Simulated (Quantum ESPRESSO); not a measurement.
## ZrHfW2Ga3Sc (one composition in several site orders)

A calculation, not a measurement. The program is pw.x of Quantum ESPRESSO 7.5 (plane-wave density functional theory). The cell is made up: eight metal atoms on a face-centred cubic lattice, with elements, volume, strain and displacements drawn at random and not relaxed, so it may be unstable or far from any real phase. PseudoDojo standard norm-conserving files set the functional (PBE unless stated); there is no spin polarisation or spin-orbit coupling, the Fermi-Dirac width of 0.25 eV means electrons at about 2900 K, and the masses in the input are unused placeholders. Heavy elements are run without spin-orbit coupling, which real alloys of them have. A spin test at this wide smearing found no moment, but such smearing suppresses magnetism that the real alloy may have.

The runs put one composition on the sites in different orders. Cell, positions, cutoff, mesh and smearing stay as in the input of run 1; sites are counted in its order. Stress in the tables is positive in tension.

Input of run 1:

```
&control calculation='scf', pseudo_dir='./dojo.nc.sr.pbe.v0_5.standard.upf', outdir='./o', disk_io='medium', tprnfor=.true., tstress=.true. /
&system ibrav=0, nat=8, ntyp=5, nbnd=65, ecutwfc=79.96652505, nosym=.true., tot_charge=0,
 occupations='smearing', smearing='fd', degauss=0.0183746611
/
&electrons conv_thr=1.470e-08, electron_maxstep=70, mixing_beta=0.5 /
ATOMIC_SPECIES
Ga 1.0 Ga.upf
Hf 1.0 Hf.upf
Sc 1.0 Sc.upf
W 1.0 W.upf
Zr 1.0 Zr.upf
CELL_PARAMETERS angstrom
0.0 0.0 -4.3556
-4.3556 0.0 0.0
2.1778 8.7112 2.1778
ATOMIC_POSITIONS angstrom
Zr 0.0401 0.113 -0.0084
Hf -2.0399 2.1781 -0.0452
W 0.027 4.3906 0.0988
Ga -2.2155 6.6344 0.1963
W -2.185 0.0564 -2.258
Sc 0.1273 2.0783 -2.0019
Ga -2.1949 4.4113 -2.0993
Ga 0.0185 6.3922 -2.0288
K_POINTS automatic
6 6 3 1 1 1
```

```
run  elements on sites 1 to 8  free energy less that of run 1 (eV)  -TS (eV)  pressure (GPa)  stress xx (GPa)  stress yy (GPa)  stress zz (GPa)  stress yz (GPa)  stress xz (GPa)  stress xy (GPa)  iterations
  1     Zr Hf W Ga W Sc Ga Ga                                0.000    -1.570           -9.00             9.25             8.72             9.04             1.20            -0.13             0.49          16
  2     Hf Zr Sc Ga W Ga Ga W                               -1.566    -1.589          -12.36            12.96             7.42            16.69             0.83            -0.10             0.66          15
  3     Sc Zr W Ga Hf Ga Ga W                               -0.657    -1.624          -12.37            10.65            12.24            14.22             0.34            -0.01             0.97          17
  4     Ga Zr Hf Ga W Ga W Sc                               -1.288    -1.481          -12.01            14.32             7.85            13.87             0.33             0.02             0.01          16
  5     W Ga W Sc Ga Hf Ga Zr                               -1.505    -1.491          -12.42            11.34            13.88            12.05             0.24             0.10             0.40          16
  6     W Hf Ga Ga Sc Ga Zr W                               -1.462    -1.564          -12.42            16.76             8.28            12.22             0.32             0.02             0.43          15
```

Forces Fx Fy Fz (eV/Å):

```
site             run 1              run 2              run 3             run 4             run 5              run 6
   1   0.17 -2.46 0.69    0.20 -1.64 0.65    0.06 -1.30 0.31   0.15 -0.41 0.24    0.07 0.21 0.94   -0.03 -1.14 0.15
   2   -0.53 1.35 1.30   -0.71 -0.23 0.60    -0.56 2.49 0.70  -0.83 -1.11 0.64   -0.17 0.11 0.44   -0.30 -0.53 0.69
   3   0.19 0.29 -0.14    0.09 0.51 -0.02    0.08 1.49 -0.36   0.15 -0.16 0.04   0.07 -0.78 0.23   -0.06 0.52 -0.06
   4  0.06 -0.26 -0.30    0.06 0.29 -0.33   0.09 -0.20 -0.28  0.20 -0.23 -0.27   0.36 0.10 -0.60    0.07 0.35 -0.25
   5   0.25 -0.51 0.15    0.34 -1.31 0.14    0.48 -1.90 0.69   0.33 -0.11 0.37   0.24 -0.34 0.17    0.34 -0.77 0.44
   6  -0.21 1.81 -1.67  -0.06 -0.24 -1.05   -0.20 0.40 -0.89  -0.04 0.49 -0.71  -0.50 0.84 -1.06  -0.28 -0.32 -0.67
   7  0.14 -0.45 -0.07     0.12 0.56 0.08    0.10 0.27 -0.01  0.26 -0.67 -0.01   0.22 -0.26 0.05     0.32 0.67 0.11
   8   -0.07 0.22 0.03   -0.03 2.06 -0.06  -0.06 -1.25 -0.16  -0.21 2.20 -0.30  -0.29 0.12 -0.17   -0.06 1.22 -0.40
```

The sites are displaced and not relaxed, so the energy differences mix bonding between neighbours with strain and are not ordering energies. A rerun of one cell of this series at a higher cutoff and on a denser mesh moved values by no more than 0.003 eV in energy, 0.03 GPa in stress and 0.003 eV/Å in force, and a second program with other atomic files agreed on that cell to 2 % rms in force and 0.5 GPa in pressure.